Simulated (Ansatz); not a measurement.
CdTe (zincblende type), DFT, r2SCAN, PAW with Ansatz's default frozen-core files, scalar-relativistic (Ansatz 0.2.0), on 2 threads of Intel(R) Xeon(R) 6975P-C (Granite Rapids) (shared host).

Command: `ansatz run input.yaml --threads 2 --pin off --max-ram 4096MiB --backend cpu --events-out ev --progress --plain --runs-dir out`

```yaml
crystal:
  lattice:
    - [-3.277628756, 3.277628756, 0.0]
    - [0.0, 0.0, 6.555257512]
    - [3.277628756, 3.277628756, 0.0]
  atoms:
    - { symbol: Cd, position: [0.0, 0.0, 0.0] }
    - { symbol: Cd, position: [0.5, 0.5, 0.5] }
    - { symbol: Te, position: [0.0, 0.25, 0.5] }
    - { symbol: Te, position: [0.5, 0.75, 0.0] }
kpoints:
  mp_grid: { grid: [6, 4, 6] }
scf:
  occupations: { method: fermi_dirac, width: 0.02 }
hamiltonian:
  xc: r2scan
  pseudopotentials: { kind: paw }
output:
  forces: true
  stress: true
  eigenvalues: true
```

How large is the problem that the program sets up?

30 irreducible k-points, 3579 plane waves at Γ, 44 bands.

About how long does it take, and how much memory?

7.5 s of wall time for 7 SCF iterations, with a peak of 0.69 GiB. Times on shared machines scatter by tens of per cent.
